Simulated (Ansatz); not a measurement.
## Sn3TeO2: computed properties

These are results of Ansatz, DFT PBE, scalar-relativistic, plane waves, PAW, not measurements.

Plane waves to 420 eV, a k mesh through Γ of 6×6×12 on the computed 6-atom cell and Gaussian smearing (0.10 eV); no spin polarisation.

The structure is relaxed at this level of theory with its symmetry kept, and needn't be the ground state of this composition.

```cif
data_structure
_symmetry_space_group_name_H-M 'P6/mmm'
_symmetry_Int_Tables_number 191
_cell_length_a 7.4666
_cell_length_b 7.4666
_cell_length_c 3.0750
_cell_angle_alpha 90.000
_cell_angle_beta 90.000
_cell_angle_gamma 120.000
_cell_volume 148.46
loop_
_atom_site_label
_atom_site_type_symbol
_atom_site_symmetry_multiplicity
_atom_site_Wyckoff_symbol
_atom_site_fract_x
_atom_site_fract_y
_atom_site_fract_z
_atom_site_occupancy
Sn1 Sn 3 f 0.50000 0.00000 0.00000 1
Te1 Te 1 b 0.00000 0.00000 0.50000 1
O1 O 2 c 0.33333 0.66667 0.00000 1
```

```json
{
 "Space group": "P6/mmm (No. 191)",
 "Volume per atom": "167.0 bohr³",
 "Formation energy from the elements' standard states (uncorrected)": "-0.408 eV/atom",
 "Kohn–Sham band gap": "none (metal)",
 "Density of states at the Fermi level": "1.4 states/eV per cell",
 "Orbital (Löwdin) character within 0.5 eV of the Fermi level": "Sn 5p 47 %, Te 5p 21 %, O 2p 17 %, Sn 5s 10 %",
 "Bader charge by site (e)": "Sn (3 in the cell) 0.95, Te (1 in the cell) -0.46, O (2 in the cell) -1.20"
}
```

Spin-orbit coupling is left out, which matters for the bands of heavy elements.

Another cell of Sn3TeO2 relaxed alike, in P6/mmm, lies 18 meV/atom lower, so this cell isn't the stable form at this level.

The cell was found from a structure generator's guess, not taken from experiment. Löwdin shares on free-atom orbitals overweight diffuse shells.
